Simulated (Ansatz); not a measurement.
# Fixed-spin-moment curve of CaY (C2/m)

Geometry: a structure from the Materials Project; nothing is relaxed.

Settings: LDA, 9×9×5 k mesh, Fermi–Dirac smearing of 0.1 eV. PAW means Ansatz 0.2.0 on its default frozen-core files; LAPW is all-electron LAPW in Ansatz 0.2.0. Site moments are integrated in spheres about the atoms, whose radii differ between the methods.

The first input and its command:

```yaml
crystal:
  lattice:
    - [1.9766574348, -2.933238, 0.0]
    - [1.9766574348, 2.933238, 0.0]
    - [-0.0302115573, 0.0, 6.176133271]
  atoms:
    - { symbol: Ca, position: [0.0, 0.0, 0.0] }
    - { symbol: "Y", position: [0.5, 0.5, 0.5], spin: 0.6 }
magnetization:
  spin_polarized: true
kpoints:
  mp_grid: { grid: [9, 9, 5] }
scf:
  occupations: { method: fermi_dirac, width: 0.1 }
  lower_state_search: "off"
hamiltonian:
  xc: lda
  pseudopotentials: { kind: paw }
output:
  forces: true
  stress: true
  eigenvalues: true
  populations: true
  dos: { projected: true, de: 0.1, e_range: [-8, 5] }
  write_density: true
  write_potential: true
  elf: true
  volumetric_format: npy
```

Command: `ansatz run input.yaml --threads 1 --pin off --max-ram 3072MiB --backend cpu --events-out ev --progress --plain --runs-dir out`

The input for «total moment held at 0.4 μB» by PAW differs from it in these lines, output keys apart:

```diff
-    - { symbol: "Y", position: [0.5, 0.5, 0.5], spin: 0.6 }
+    - { symbol: "Y", position: [0.5, 0.5, 0.5], spin: 0.4 }
+  initial_magnetization: 0.4
+  spin_locking: { lock_magnetization: hard }
```

The input for «total moment held at 0.4 μB» by LAPW differs from it in these lines, output keys apart:

```diff
-    - { symbol: "Y", position: [0.5, 0.5, 0.5], spin: 0.6 }
+    - { symbol: "Y", position: [0.5, 0.5, 0.5], spin: 0.4 }
+  initial_magnetization: 0.4
+  spin_locking: { lock_magnetization: hard }
-  pseudopotentials: { kind: paw }
+  pseudopotentials: { kind: all_electron, lapw: { basis_error: 0.0005 } }
```

Each run fixes M = N↑ − N↓ with two Fermi levels; the holding field B = (E_F↑ − E_F↓)/2μB is the slope of the free energy against M over μB. Energies count from each method's free run. The held moment starts spread evenly over Y2.

The free PAW run: The moments died out: the run ends unmagnetised.

```json
{"M (μB/cell)": "0.00", "ΔF PAW (meV/cell)": "0.0", "ΔF LAPW (meV/cell)": "0.0", "B, PAW (T)": "–", "largest site moment, PAW (μB)": "0.00", "pressure, PAW (GPa)": "-2.5"}
{"M (μB/cell)": "0.20", "ΔF PAW (meV/cell)": "+2.1", "ΔF LAPW (meV/cell)": "+2.1", "B, PAW (T)": "+363", "largest site moment, PAW (μB)": "0.08", "pressure, PAW (GPa)": "-2.5"}
{"M (μB/cell)": "0.40", "ΔF PAW (meV/cell)": "+8.5", "ΔF LAPW (meV/cell)": "+8.5", "B, PAW (T)": "+758", "largest site moment, PAW (μB)": "0.16", "pressure, PAW (GPa)": "-2.4"}
{"M (μB/cell)": "0.60", "ΔF PAW (meV/cell)": "+19.9", "ΔF LAPW (meV/cell)": "+19.9", "B, PAW (T)": "+1207", "largest site moment, PAW (μB)": "0.24", "pressure, PAW (GPa)": "-2.4"}
{"M (μB/cell)": "0.90", "ΔF PAW (meV/cell)": "+47.4", "ΔF LAPW (meV/cell)": "+47.4", "B, PAW (T)": "+1977", "largest site moment, PAW (μB)": "0.35", "pressure, PAW (GPa)": "-2.2"}
{"M (μB/cell)": "1.20", "ΔF PAW (meV/cell)": "+88.9", "ΔF LAPW (meV/cell)": "–", "B, PAW (T)": "+2820", "largest site moment, PAW (μB)": "0.47", "pressure, PAW (GPa)": "-2.0"}
{"M (μB/cell)": "1.60", "ΔF PAW (meV/cell)": "+167.9", "ΔF LAPW (meV/cell)": "–", "B, PAW (T)": "+3998", "largest site moment, PAW (μB)": "0.61", "pressure, PAW (GPa)": "-1.6"}
```

Task: The unpolarised density of states at the Fermi level, averaged over the smearing, is 3.50 states/eV per cell. What Stoner enhancement follows from the smallest held moment?

Result: S = M/(μB·B·N) = 0.20/(0.0210 eV × 3.50/eV) ≈ 2.7, so I·N/2 ≈ 0.63; the Stoner criterion for ferromagnetism asks for 1. On this mesh S is a rough figure.

Task: Fit ΔF = E₀ + a₂M² + a₄M⁴ to the PAW points up to M = 0.90 μB, leaving out M = 0.40. What does the fit give, and how well does it predict the point left out?

Result: E₀ = 0.0 meV, a₂ = +52.52 meV/μB², a₄ = +7.355 meV/μB⁴, with a worst miss of 0.0 meV. At M = 0.40 it gives +8.6 meV against the computed +8.5. Since a₂ > 0 the fit has its minimum at M = 0.

Task: Check μB·B = dF/dM between M = 0.40 and 0.60 μB with the PAW numbers.

Result: ΔF/ΔM = +11.3 meV / 0.20 = +56.6 meV per μB, which is +978 T with μB = 0.05788 meV/T. The mean of the two holding fields is +983 T. The slope equals the mean of B over the step, so the two agree where B(M) is nearly straight between its ends, and here they lie within a tenth of each other.

Separate runs put a uniform field on the spins (g = 2):

| field (T) | M PAW (μB/cell) | M LAPW (μB/cell) |
| --- | --- | --- |
| 200 | 0.111 | 0.111 |
| 1000 | 0.511 | 0.510 |
| 3000 | 1.261 | 1.260 |

The PAW files were made with PBE; the program remakes their cores once for the run's functional and then keeps them frozen. The Ansatz runs typed with the search for lower states off end where their start leads. None of this fixes the real material's magnetic order: only patterns that fit the cell were computed, at zero temperature, with a functional that can overstate moments.
